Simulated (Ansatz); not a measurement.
This run works on a generated trial structure, not on a known crystal.

Input and command of a plane-wave DFT calculation in Ansatz:

```yaml
crystal:
  lattice:
    - [0.0, 6.091507565, 4.5841909078]
    - [3.8841357947, 0.0, 4.5841909078]
    - [3.8841357947, 6.091507565, 0.0]
  atoms:
    - { symbol: Si, position: [0.5145734742, 0.5145734742, 0.4854265258] }
    - { symbol: Si, position: [0.3187837238, 0.7192618168, 0.2807381832] }
    - { symbol: Si, position: [0.7192618168, 0.3187837238, 0.6812162762] }
    - { symbol: Bi, position: [0.4584311921, 0.0696415566, 0.5415688079] }
    - { symbol: Bi, position: [0.0696415566, 0.4584311921, 0.9303584434] }
    - { symbol: Te, position: [0.7112318419, 0.7112318419, 0.7887681581] }
    - { symbol: Te, position: [0.2112318419, 0.2112318419, 0.2887681581] }
basis:
  ecutwfc: 420
kpoints:
  mp_grid: { grid: [6, 6, 6] }
hamiltonian:
  xc: pbe
scf:
  occupations: { method: gaussian, width: 0.1 }
output:
  forces: true
  stress: true
  eigenvalues: true
relax:
  adjacent_minimum: "off"
  f_tol: 0.01
  max_steps: 30
  cell: { stress_tol: 0.1, fix: [volume] }
```

```bash
ansatz run input.yaml --threads 1 --pin off --max-ram 2560MiB --backend cpu --events-out ev --progress --plain --runs-dir out
```

Processor: Intel(R) Xeon(R) Platinum 8488C (Sapphire Rapids), 1 thread, on a host shared with other jobs.

Question: How long does it run, and how much memory does it take?

Answer: About 3.6 min, peak memory 0.71 GiB. It solves 45 bands at 46 k points (after reduction by symmetry) with about 4219 plane waves, in 39 SCF iterations over 7 ionic steps.
